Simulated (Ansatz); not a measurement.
**Cs2GaAgCl6 (Fm-3m), frozen normal mode**

The calculation used DFT PBEsol, scalar-relativistic, plane waves, PAW in Ansatz. Cutoff 420 eV, Γ-centred 6×6×6 k-points, Gaussian smearing of 0.05 eV. No spin polarisation. Energies are free energies at this smearing, counted from the undisturbed cell; pressure is positive in compression.

Reference structure (relaxed at this level; it needn't be the usual structure):

```yaml
crystal:
  lattice:
    - [0.00000, 5.07045, 5.07045]
    - [5.07045, 0.00000, 5.07045]
    - [5.07045, 5.07045, 0.00000]
  atoms:
    - { symbol: Cs, position: [0.75000, 0.75000, 0.75000] }
    - { symbol: Cs, position: [0.25000, 0.25000, 0.25000] }
    - { symbol: Ga, position: [0.00000, 0.00000, 0.00000] }
    - { symbol: Ag, position: [0.50000, 0.50000, 0.50000] }
    - { symbol: Cl, position: [0.76409, 0.23591, 0.23591] }
    - { symbol: Cl, position: [0.23591, 0.23591, 0.76409] }
    - { symbol: Cl, position: [0.23591, 0.76409, 0.76409] }
    - { symbol: Cl, position: [0.23591, 0.76409, 0.23591] }
    - { symbol: Cl, position: [0.76409, 0.23591, 0.76409] }
    - { symbol: Cl, position: [0.76409, 0.76409, 0.23591] }
```

A zone-centre mode of this cell is frozen in: each atom moves by x times its row below, so x is the largest displacement.
```
atom ux uy uz
 Cs1   0.000   0.000   1.000
 Cs2   0.000   0.000  -1.000
 Ga3   0.000   0.000   0.000
 Ag4   0.000   0.000   0.000
 Cl5   0.000  -0.194   0.000
 Cl6   0.000   0.000   0.000
 Cl7   0.000   0.194   0.000
 Cl8  -0.194   0.000   0.000
 Cl9   0.194   0.000   0.000
Cl10   0.000   0.000   0.000
```

```tsv
x (Å)	ΔE (meV/cell)
-0.1200	19.8
-0.0600	4.9
0.0000	0.0
0.0300	1.2
0.0450	2.8
0.0750	7.7
0.0900	11.1
0.1050	15.1
```

Predict the force along the mode (eV/Å) at each point.

```
  x (Å) force along the mode (eV/Å)
-0.1200                         0.33
-0.0600                         0.16
 0.0000                         0.00
 0.0300                        -0.08
 0.0450                        -0.12
 0.0750                        -0.21
 0.0900                        -0.25
 0.1050                        -0.29
```

Cost: 8 runs of about 4.8 core-minutes in all, on Intel Xeon Platinum 8488C (Sapphire Rapids) (shared hosts).